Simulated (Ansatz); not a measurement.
NaZnInS3O12, one structure, two calculations

Cell: a computed structure from the Materials Project (it need not be an observed phase), atoms as given.

```cif
data_NaZnInS3O12
_symmetry_space_group_name_H-M 'R3c:H'
_symmetry_Int_Tables_number 161
_cell_length_a 8.7616
_cell_length_b 8.7616
_cell_length_c 23.0809
_cell_angle_alpha 90.000
_cell_angle_beta 90.000
_cell_angle_gamma 120.000
loop_
_atom_site_label
_atom_site_type_symbol
_atom_site_symmetry_multiplicity
_atom_site_Wyckoff_symbol
_atom_site_fract_x
_atom_site_fract_y
_atom_site_fract_z
Na Na 6 a 0.0000 0.0000 0.4971
Zn Zn 6 a 0.0000 0.0000 0.3500
In In 6 a 0.0000 0.0000 0.6503
S S 18 b 0.9638 0.3366 0.5843
O13 O 18 b 0.2125 0.0252 0.3026
O19 O 18 b 0.7803 0.9711 0.6974
O25 O 18 b 0.0215 0.8278 0.4113
O31 O 18 b 0.9814 0.1751 0.5886
```

One atom of each set is listed; the run and its k-mesh use a cell of 36 atoms with edges of 9.21, 9.21, 9.21 Å.

First run. The numbers come from a DFT calculation in Ansatz (PBE, plane waves and PAW, scalar-relativistic, 420 eV cutoff, Γ-centred 3×3×3 k-points, Fermi–Dirac smearing 0.02 eV).

```
site  V_zz (10²¹ V/m²)     η
  Na             -0.78  0.00
  Zn             0.074  0.00
  In              0.23  0.00
   S             -1.70  0.29
 O13             14.65  0.12
 O19             15.34  0.17
 O25             14.37  0.20
 O31             15.02  0.29
```

Second run. The same atoms and settings, except that the gradients are read without the response of the frozen cores to their surroundings (frozen_core: stored), which the first run includes.

(1) What does the second run give?

Results:

(1) 

| site | V_zz | η | change of V_zz |
| --- | --- | --- | --- |
| Na | -0.78 | 0.00 | 0.00 |
| Zn | -0.020 | 0.00 | -0.09 |
| In | <0.005 | – | -0.23 |
| S | -1.65 | 0.26 | +0.05 |
| O13 | 15.10 | 0.12 | +0.45 |
| O19 | 15.80 | 0.16 | +0.46 |
| O25 | 14.80 | 0.20 | +0.43 |
| O31 | 15.46 | 0.29 | +0.44 |

The largest change of V_zz is on O19, from 15.34 to 15.80. In per cent, |V_zz| changes by -1 on Na, -3 on S, +3 on O (all sites that start above 0.5).

The largest force is 0.4 eV/Å, so the atoms aren't at the calculated equilibrium and relaxing them would move these values. Without spin–orbit coupling (the program notes it for In) the gradients are little affected as a rule: paired runs on crystals with a gap mostly move them by under 2 % at such atoms.
